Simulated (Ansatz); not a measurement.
Question: Each is relaxed and computed with the program Ansatz at the PBE level (PAW). Which is the only metal?
A. SiGe, Pmma (Si on 2e, Si on 2f, Ge on 2e, Ge on 2f)
B. CoGe, I4_1md (Co on 4a, Ge on 4a)
C. GeS2, R-3m (Ge on 3a, S on 6c)
D. CoLi7Nb7O24Ti, P1 (Pearson symbol aP40)

Answer: B, CoGe, I4_1md (Co on 4a, Ge on 4a). CoGe: metal; CoLi7Nb7O24Ti: gap 0.59 eV; GeS2: gap 0.67 eV (indirect); SiGe: gap 0.37 eV (indirect). Spin orders computed, not proven ground states: CoLi7Nb7O24Ti, P1 (Pearson symbol aP40) ferromagnetic. Constructed cells (a structure type filled with these elements, in neither database checked): CoGe, I4_1md (Co on 4a, Ge on 4a); GeS2, R-3m (Ge on 3a, S on 6c). Typed or built starts, not in the databases checked: CoLi7Nb7O24Ti, P1 (Pearson symbol aP40); SiGe, Pmma (Si on 2e, Si on 2f, Ge on 2e, Ge on 2f). Began spin-polarised and lost the moments: CoGe, I4_1md (Co on 4a, Ge on 4a). Weakly bound layers, chains or molecules computed without a dispersion correction, so cells and soft constants are ill determined: GeS2, R-3m (Ge on 3a, S on 6c). All cells were relaxed under the symmetry of their starts (and spin orders); stability against distortions was not tested throughout. No Hubbard U is applied. Scalar-relativistic: spin–orbit coupling is off unless named, which matters more the heavier the elements.

Potentials: the later of the program's two PAW sets.
